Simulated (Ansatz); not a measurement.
# Surface calculation: fcc Sb (100), 3 layers

The slab is cut from the fcc crystal, which needn't be the stable phase, as relaxed on PAW files (26.20 Å³/atom), with 16 Å of vacuum and a dipole correction:

```
CELL_PARAMETERS angstrom
3.33385 0.00000 0.00000
0.00000 3.33385 0.00000
0.00000 0.00000 20.71480
ATOMIC_POSITIONS crystal
Sb 0.00000 0.00000 0.38620
Sb 0.50000 0.50000 0.50000
Sb 0.00000 0.00000 0.61380
```

Computed with Ansatz 0.2.0; functional PBEsol, scalar-relativistic. Settings: a Γ-centred 11×11×1 k mesh, Fermi–Dirac smearing of 0.1 eV, no spin polarisation. Methods: LAPW: all electrons, basis error target 1 meV/atom; PAW: frozen-core files, cutoff 420 eV.

The bulk energy comes from a cell in the slab's orientation on a 11×11×8 mesh. The surface energy is (E(slab) − N·E(bulk))/2A at zero smearing, the mean of both faces; thin slabs carry quantum-size effects.

Spin–orbit coupling is left out, which matters for the heavy atoms. The PAW files were made under PBE.

Question: As cut, the LAPW slab lies 0.575 eV above 3 atoms of bulk. What surface energy is that?

Answer: Over two faces of 11.11 Å² it is 25.8 meV/Å², and times 16.02 J/m² per eV/Å² that gives γ = 0.414 J/m².

| method | γ as cut (J/m²) | γ relaxed (J/m²) | Φ as cut (eV) | Φ relaxed (eV) |
| --- | --- | --- | --- | --- |
| LAPW | 0.414 | 0.391 | 4.45 | 4.44 |
| PAW | 0.414 | 0.391 | 4.45 | 4.44 |

Question: How do the spacings between the planes relax?

Answer: From the bottom face up: d12 -5.1 % of 2.357 Å, d23 -5.1 % of 2.357 Å.

Question: A field of 0.3 V/Å is applied along the normal, atoms held. What follows?

Answer: LAPW finds an induced dipole of 0.1405 e·Å a cell (PAW 0.1405), that is 7.62 Å for 4πα over the area, against 4.47 Å between the outer atoms.

Question: What changes if the vacuum is set to 7 Å?

Answer: LAPW then gives: no gap, work function 4.31 (top) and 4.37 (bottom) eV; PAW: no gap, work function 4.27 eV. The program warns that the vacuum is too thin.

Question: A 3d core hole is made on one atom of each kind in every 1×1 cell (PAW hole dataset, neutral cell, valence without spin). What does it cost by layer?

Answer: layer 1 527.26 eV, layer 2 527.71 eV. Shifts between layers mean more than the absolute values, and a whole layer of holes screens otherwise than one hole.
